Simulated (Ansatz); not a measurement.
**One geometry of W3N4, one setting changed: set of potentials**

Method: DFT PBE, scalar-relativistic, plane waves (Ansatz 0.2.0). The atoms stay where they are, in a cell that isn't relaxed at these levels; pressure is positive in compression. Spin–orbit coupling is left out, which matters for the gaps of heavy elements.

```
CELL_PARAMETERS angstrom
4.12200 0.00000 0.00000
0.00000 4.12200 0.00000
0.00000 0.00000 4.12200
ATOMIC_POSITIONS crystal
W 0.50000 0.50000 0.00000
W 0.00000 0.50000 0.50000
W 0.50000 0.00000 0.50000
N 0.50000 0.50000 0.50000
N 0.50000 0.00000 0.00000
N 0.00000 0.50000 0.00000
N 0.00000 0.00000 0.50000
```

```
Γ-centred k-mesh : 10×10×10
occupation rule  : Gaussian smearing, 0.1 eV
spin treatment   : unpolarised
```

```csv
set of potentials,cutoff (eV),gap on mesh (eV),P (GPa)
PAW (default set),420,metal,27.0
norm-conserving potentials,1240,metal,27.6
```

Problem. What do the runs give for PAW (harder set)?

Solution. They give:

```tsv
set of potentials	cutoff (eV)	gap on mesh (eV)	P (GPa)
PAW (harder set)	870	metal	27.2
```